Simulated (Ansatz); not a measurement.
Computed properties of SiO2

SiO$_{2}$:
```
CELL_PARAMETERS angstrom
      2.82558     0.00000     0.00000
      0.00000     2.82558     0.00000
      0.00000     0.00000     8.19227
ATOMIC_POSITIONS crystal
  Si 0.00000 0.00000 0.00000
  Si 0.50000 0.50000 0.50000
  O  0.00000 0.50000 0.10199
  O  0.00000 0.50000 0.60199
  O  0.50000 0.00000 0.39801
  O  0.50000 0.00000 0.89801
```

Space group P4_2/nmc (No. 137); conventional cell a = b = 2.826 Å, c = 8.192 Å, α = β = γ = 90.00°.

Method: the program Ansatz at the r²SCAN level (PAW). Structure relaxed to zero pressure with the same functional. Other levels are named where they apply.

### Cell and energy

```json
{
 "volume_per_atom": "10.90 Å³",
 "density": "3.05 g/cm³",
 "Formation energy from the elements (no fitted shifts)": "-2.74 eV/atom"
}
```

### Electronic structure

```json
{
  "band_gap": "5.94 eV (indirect)",
  "valence_band_maximum": "on the M–Γ line, 47 % of the way from M",
  "conduction_band_minimum": "at Γ",
  "smallest_direct_gap_on_the_standard_path": "6.30 eV",
  "electron_effective_mass": "0.41, 0.41, 0.65 mₑ (principal values)",
  "hole_effective_mass": "1.6, 3.1, 4.6 mₑ (principal values)",
  "HSE06 gap on the r²SCAN cell": "7.10 eV"
}
```

### Mechanics

```json
{
 "Bulk modulus (Birch–Murnaghan fit)": "27.4 GPa",
 "Pressure derivative B′": "13.5",
 "Elastic constants (relaxed ions, GPa)": "C11 = 431, C12 = -32.2, C13 = 24.6, C33 = 27.0, C44 = 18.2, C66 = 58.0",
 "mechanical_stability": "stable (all eigenvalues of C positive)"
}
```

### Charges

```json
{
 "bader_charges": "Si +3.33, O -1.66 e"
}
```

A made-up cell: these elements were put on the sites of a structure type; neither database checked (COD, Materials Project) lists it. It is not the phase usual at ambient conditions (space group No. 92, 152, 154). Symmetry was held in the r²SCAN relaxation; whether a distortion lowers the energy is not shown. The references are the lowest solids computed at this level, not always the standard phases (solids in place of the gases).

Potentials: the earlier of the program's two PAW sets. The files were generated under PBE; for other functionals the program regenerates the frozen cores, and for LDA and PBEsol the local potential too.
